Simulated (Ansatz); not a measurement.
Relaxed-ion elastic tensor of Si (diamond, Fd-3m) in GPa (Voigt order), PBE+D3(BJ) in the plane-wave PAW code Ansatz; density 2.34 g/cm³, 19.92 Å³ per atom.

```
 159  62.4  62.4   0.0   0.0   0.0
62.4   159  62.4   0.0   0.0   0.0
62.4  62.4   159   0.0   0.0   0.0
 0.0   0.0   0.0  76.4   0.0   0.0
 0.0   0.0   0.0   0.0  76.4   0.0
 0.0   0.0   0.0   0.0   0.0  76.4
```

Problem. Is the crystal mechanically stable?

Solution. Yes: the smallest eigenvalue of C is 76.4 GPa.

Problem. Work out the Voigt, Reuss and Hill averages.

Solution. K_V = 94.5, K_R = 94.5, K_H = 94.5; G_V = 65.1, G_R = 61.9, G_H = 63.5 GPa.

Problem. Give Young's modulus, Poisson's ratio, Pugh's ratio and the universal anisotropy index.

Solution. E = 9KG/(3K + G) = 156 GPa; ν = 0.23; K/G = 1.49 (brittle by the Pugh limit of 1.75); A_U = 5G_V/G_R + K_V/K_R − 6 = 0.26.

Problem. Estimate the sound speeds and the Debye temperature.

Solution. v_l = √((K + 4G/3)/ρ) = 8750 m/s, v_t = √(G/ρ) = 5210 m/s, mean 5770 m/s; Θ = (h/k)(3n/4πV)^(1/3) v_m = 633 K.

Problem. Give the Zener ratio and Young's modulus along [100], [110] and [111].

Solution. A = 2C44/(C11 − C12) = 1.59; 1/E = S11 − 2(S11 − S12 − S44/2)Γ with Γ = 0, 1/4, 1/3 gives 123, 162, 181 GPa.

Problem. Solve the Christoffel equation for the three sound speeds along [100], [110], [111].

Solution. Eigenvalues of C_ijkl n_j n_l equal ρv². In km/s, slowest first: [100] 5.71, 5.71, 8.23; [110] 4.54, 5.71, 8.94; [111] 4.96, 4.96, 9.16.

The cell was relaxed with PBE+D3(BJ) under the symmetry of its start.

Potentials: the later of the program's two PAW sets.
